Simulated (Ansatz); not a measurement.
The start is a generated cell, CdAu placed in the AFLOW prototype AB_oC8_63_c_c (B33, as in CrB). Cell shape, volume and atoms are optimised at zero target pressure with PBE (plane waves to 420 eV, PAW, scalar-relativistic; Ansatz, a program for electronic structure). The first steps use a coarse 9×9×9 k-mesh.

Initial structure:
```yaml
crystal:
  lattice:
    - [1.93902, -5.12392, 0.00000]
    - [1.93902, 5.12392, 0.00000]
    - [0.00000, 0.00000, 3.82126]
  atoms:
    - { symbol: Au, position: [0.56400, 0.43600, 0.25000] }
    - { symbol: Au, position: [0.43600, 0.56400, 0.75000] }
    - { symbol: Cd, position: [0.85475, 0.14525, 0.25000] }
    - { symbol: Cd, position: [0.14525, 0.85475, 0.75000] }
```

Q: How large is the pressure on the unrelaxed cell, and of which sign?

A: +28.4 GPa (positive: the cell is compressed).

Q: What is the largest force in the starting geometry, and on which atom (counted from 1)?

A: 7.28 eV/Å, on Au1, Au2 (atoms numbered as listed).

Q: How much energy is released per atom?

A: 0.63 eV/atom.

Q: How does the volume per atom move from start to end?

A: +4.7 %, from 18.98 to 19.87 Å³/atom.

Q: How do the shortest distances between atoms change?

A: The closest pairs of elements (up to four, under 3.6 Å), start → end: Au–Au 2.32 → 2.90 Å; Au–Cd 2.85 → 2.88 Å; Cd–Cd 3.47 → 3.12 Å.

Q: What band gap does the relaxed structure have at this level?

A: Zero (metallic).

Q: What does it relax into? Give the structure.

A: 
```cif
data_Au4Cd4
_chemical_formula_sum 'Au4 Cd4'
_space_group_name_H-M_alt 'Cmcm'
_space_group_IT_number 63
_space_group_name_Hall '-C 2c 2'
_cell_length_a 3.11869
_cell_length_b 11.10210
_cell_length_c 4.59198
_cell_angle_alpha 90.000
_cell_angle_beta 90.000
_cell_angle_gamma 90.000
loop_
_atom_site_label
_atom_site_type_symbol
_atom_site_symmetry_multiplicity
_atom_site_Wyckoff_symbol
_atom_site_fract_x
_atom_site_fract_y
_atom_site_fract_z
_atom_site_occupancy
Au1 Au 4 c 0.00000 0.57988 0.25000 1
Cd1 Cd 4 c 0.00000 0.16028 0.75000 1
```
(The calculation used a cell of 4 atoms; values per cell refer to that cell.)

The space group stays Cmcm (No. 63) (the run could not lower it), with 4 atoms in the primitive cell. Final values are on a 15×15×10 k-mesh of the relaxed cell. No spin polarisation in the result.

The run could not lose the symmetry of its start, so the end can be a saddle point.

The relaxed structure here is a generated cell of CdAu: the first start was made by placing the elements on the sites of a structure type, and the end was not matched to a known phase here, so it may be hypothetical.
